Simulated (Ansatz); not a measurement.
The elements of this relaxed trial crystal are hidden behind letters.

```
lattice vectors (Å)
  -2.0989    2.0989   14.8442
   2.0989   -2.0989   14.8442
   2.0989    2.0989  -14.8442
fractional positions
X 0.0000 0.0000 0.0000
X 0.5943 0.5943 0.0000
X 0.2027 0.2027 0.0000
X 0.7973 0.7973 0.0000
X 0.4057 0.4057 0.0000
Z 0.1485 0.6485 0.5000
Z 0.3515 0.8515 0.5000
Q 0.5471 0.0471 0.5000
Q 0.7500 0.2500 0.5000
Q 0.9529 0.4529 0.5000
```

These are results of DFT PBE, scalar-relativistic, plane waves, PAW (Ansatz 0.2.0), not measurements. Plane waves to 420 eV, a 12×12×12 mesh through Γ for the 10-atom cell and 0.10 eV Gaussian smearing; no spin polarisation.

- Space group: I-4m2 (No. 119)
- Conventional cell: a = 4.198 Å, c = 29.688 Å
- Volume per atom: 26.16 Å³
- Density: 5.19 g/cm³
- Formation energy: −0.25 eV/atom
- Gap on the 12×12×12 mesh of the 10-atom cell: 0 eV (the bands meet within 0.015 eV)

Energies are uncorrected and count from the elements' standard states at the same level.

**Question.** X is a p-block element of period 4, Z is a p-block element of period 5 and Q is a p-block element of period 4. Which elements are they?

**Answer.** X = Ga, Z = Sb, Q = As, so the formula is Ga5Sb2As3. Density times volume gives a mean mass of 5.19 × 26.16/1.6605 = 81.8 u per atom, and this set has 81.7 u. Ga on a site of symmetry -4m2 has 4 As at 2.52 Å; Sb is surrounded by 4 Ga at 2.64 Å; As on a site of symmetry 2mm is surrounded by 4 Ga at 2.52 Å; 3 more sites not described. Other sets within the hints have nearly the same mass, so mass alone doesn't settle it; this one was computed.

Spin–orbit coupling, which can matter for Sb, is left out. The zero gap may come from the functional, which often closes small gaps. Symmetry constrained the relaxation, so the result can be a saddle point.
